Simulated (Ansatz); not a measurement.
# Squeezing La (hcp type)

```
La
1.0
     3.58129    0.00000    0.00000
    -1.79065    3.10149    0.00000
     0.00000    0.00000    5.88481
La
2
Direct
  0.33333 0.66667 0.25000
  0.66667 0.33333 0.75000
```

The cell comes from a relaxation on PAW files under the same functional, begun from a prototype that needn't be the stable phase.

Its volume is scaled, and at each volume shape and atoms are relaxed on PAW files; all methods then take that cell.

Computed with Ansatz 0.2.0; functional LDA, scalar-relativistic. Settings: a Γ-centred 12×12×7 k mesh, Fermi–Dirac smearing of 0.08 eV, no spin polarisation. Methods: LAPW: all electrons, basis error target 1 meV/atom; PAW: frozen-core files, cutoff 420 eV; crystal datasets: all electrons, by PAW datasets that the program makes for each cell; PAW (cutoff 600 eV): frozen-core files, cutoff 600 eV.

Energies are extrapolated to zero smearing and count from the unscaled cell; pressure is positive in compression; gaps take the mesh and a band path. No temperature or zero-point motion is included.

Spin–orbit coupling is left out, which matters for the heavy atoms. The PAW files were made under PBE. The structure type is held throughout; the real material can change phase at far lower pressure.

```
V/V0  V (Å³/atom)  P LAPW (GPa)  ΔE LAPW (eV/atom)  P PAW − LAPW (GPa)  ΔE PAW − LAPW (meV/atom)  space group  shortest distance (Å)
1.00        32.68          0.02              0.000               -0.04                       0.0     P6_3/mmc                      ?
0.90        29.41          3.31              0.029               -0.05                      -1.0     P6_3/mmc                  3.445
0.80        26.15          8.46              0.144               -0.06                      -2.2     P6_3/mmc                  3.304
0.70        22.88         16.92              0.393               -0.02                      -3.1     P6_3/mmc                  3.142
0.60        19.61          35.2              0.896                0.11                      -2.5     P6_3/mmc                  2.978
0.50        16.34          84.8              2.031                0.54                       3.1     P6_3/mmc                  2.807
0.40        13.07         209.4              4.833                2.22                      28.5     P6_3/mmc                  2.613
```

Question: Fill in "shortest distance (Å)" for the row "1.00".

Answer: 3.581.

Question: From the table, what is the rise of the enthalpy H = E + pV up to the last row, and how stiff is the crystal between the last two rows?

Answer: ΔH = 4.833 eV + (209.4 GPa × 13.07 Å³ − 0.02 GPa × 32.68 Å³) × 0.006242 eV/(GPa·Å³) = 21.92 eV/atom, of which pV makes 78 %. The mean bulk modulus there is −ΔP/Δln V = 558 GPa.

Question: At the smallest volume, how far do crystal datasets and PAW (cutoff 600 eV) lie from LAPW in pressure?

Answer: crystal datasets: 0.00 GPa; PAW (cutoff 600 eV): +2.17 GPa, on a LAPW pressure of 209.4 GPa.

Question: How do the Löwdin populations by LAPW change from the unscaled cell to the last row?

Answer: La 4s 1.99 → 1.96, La 5s 1.92 → 1.52, La 6s 0.56 → 0.39, La 5p 5.84 → 5.08, La 5d 2.52 → 3.04, La 4f 0.16 → 0.97 electrons an atom. These are projections on the shells that the free atoms fill; 0.03 e a cell lies outside them at the start and 0.11 e at the end.
